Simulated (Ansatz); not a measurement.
CdSe:
```xyz
8
Lattice="4.3009 0.0000 0.0000 -2.1505 3.7247 0.0000 0.0000 0.0000 14.0436" Properties=species:S:1:pos:R:3 pbc="T T T"
Cd     0.0000     0.0000     0.0043
Cd     0.0000     0.0000     7.0261
Cd     2.1505     1.2416    10.5353
Cd     0.0000     2.4831     3.5135
Se     0.0000     0.0000    11.4134
Se     0.0000     0.0000     4.3916
Se     2.1505     1.2416     7.8986
Se     0.0000     2.4831     0.8768
```

Relaxed with PBEsol. Special points in fractions of this cell's reciprocal vectors: Γ (0.000, 0.000, 0.000); M (0.500, 0.000, 0.000); K (0.333, 0.333, 0.000); A (0.000, 0.000, 0.500); L (0.500, 0.000, 0.500); H (0.333, 0.333, 0.500).

Problem. List the band energies nearest the valence-band maximum at these points for the program Ansatz at the PBEsol with spin–orbit coupling level (PAW).

Solution. In eV from the valence-band maximum; about four levels below and three above (degenerate sets whole), none deeper than 8.9 eV; points with the same levels are listed once.

```csv
k,below,above
Γ,-0.02 -0.02 0.00 0.00,0.39 0.39 2.03 2.03
M,-1.11 -1.11 -0.84 -0.84,2.32 2.32 2.61 2.61
K,-1.57 -1.56 -1.26 -1.26,3.55 3.55 3.98 3.98
A,-0.13 -0.13 -0.13 -0.13,1.45 1.45 1.45 1.45
L,-1.05 -1.05 -1.05 -1.05,2.76 2.76 2.76 2.76
H,-1.49 -1.49 -1.45 -1.45,3.69 3.69 3.74 3.74
```

Space group P6_3mc. A made-up cell: these elements were put on the sites of a structure type. Its sites differ from those of the usual phase in this space group: another stacking or structure type. Symmetry was held in the PBEsol relaxation; whether a distortion lowers the energy is not shown.

Potentials: the later of the program's two PAW sets.
